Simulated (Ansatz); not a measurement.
BP:
```
CELL_PARAMETERS angstrom
      5.53237     0.00000     0.00000
      0.00000     5.53237     0.00000
      0.00000     0.00000     3.18736
ATOMIC_POSITIONS crystal
  B  0.17841 0.17841 0.00000
  B  0.82159 0.82159 0.00000
  P  0.81929 0.18071 0.00000
  P  0.18071 0.81929 0.00000
  P  0.68071 0.68071 0.50000
  P  0.31929 0.31929 0.50000
  B  0.32159 0.67841 0.50000
  B  0.67841 0.32159 0.50000
```

Tensor components refer to the Cartesian frame of this cell.

Give the high-frequency dielectric tensor and the Born effective charge tensors of the independent atoms from DFPT, PBEsol (plane waves, PAW; program Ansatz).


ε∞:
```
9.33  0.00  0.00
0.00  9.33  0.00
0.00  0.00  8.39
```
Z* of atom 1 (B), rows: field, columns: displacement, in e:
```
-0.50   0.10   0.00
 0.10  -0.50   0.00
 0.00   0.00  -0.59
```
Z* of atom 3 (P), rows: field, columns: displacement, in e:
```
 0.50  -0.19   0.00
-0.19   0.50   0.00
 0.00   0.00   0.59
```

Space group P4_2/mnm. The start of the workflow was typed in or built on a structure type; neither database checked (COD, Materials Project) lists it. It is not the phase usual at ambient conditions (space group No. 216). The cell was relaxed with PBEsol under the symmetry of its start; whether a distortion lowers the energy is not shown.

Potentials: the earlier of the program's two PAW sets. The files were generated under PBE; for other functionals the program regenerates the frozen cores, and for LDA and PBEsol the local potential too.
